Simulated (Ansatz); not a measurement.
BN in space group P6_3mc (No. 186; Pearson symbol hP12), the program Ansatz at the PBEsol level (PAW). The conduction-band minimum lies at M, with 3 equivalent valleys. Second derivatives d²E/dk² of the lowest band at one valley (eV·Å²), along Cartesian directions:

| direction | d²E/dk² |
|---|---|
| [100] | 22.42 |
| [010] | 8.509 |
| [001] | 4.201 |
| [110] | 15.47 |
| [101] | 13.32 |
| [011] | 6.355 |

**Question.** Find the principal effective masses, the density-of-states mass and the conductivity mass.

**Answer.** Off-diagonal terms follow from H_xy = H[110] − (H_xx + H_yy)/2, and m*/mₑ = 7.620 eV·Å² over each eigenvalue: 0.34, 0.90, 1.8. One valley's DOS mass (m₁m₂m₃)^(1/3) = 0.82, conductivity mass 3/(Σ 1/mᵢ) = 0.65 mₑ.

**Question.** What effective density of states Nc follows at 300 K for parabolic valleys?

**Answer.** Nc = 2.509e19 × 3 × (0.82)^(3/2) ≈ 5.6e19 cm⁻³.

**Question.** With the computed static dielectric constant 6.89 (mean of the diagonal), estimate a hydrogenic donor's binding energy and radius.

**Answer.** E = 13.606 eV × 0.65/6.89² ≈ 190 meV; a = 0.529 Å × ε/m* ≈ 5.6 Å. Semilocal masses tend to be too small where the gap is.

The cell is a constructed one: a structure type filled with these elements. Its sites differ from those of the usual phase in this space group: another stacking or structure type. The PBEsol relaxation kept the symmetry of its start; of distortions, only those at the zone centre were tested.

Potentials: the later of the program's two PAW sets.
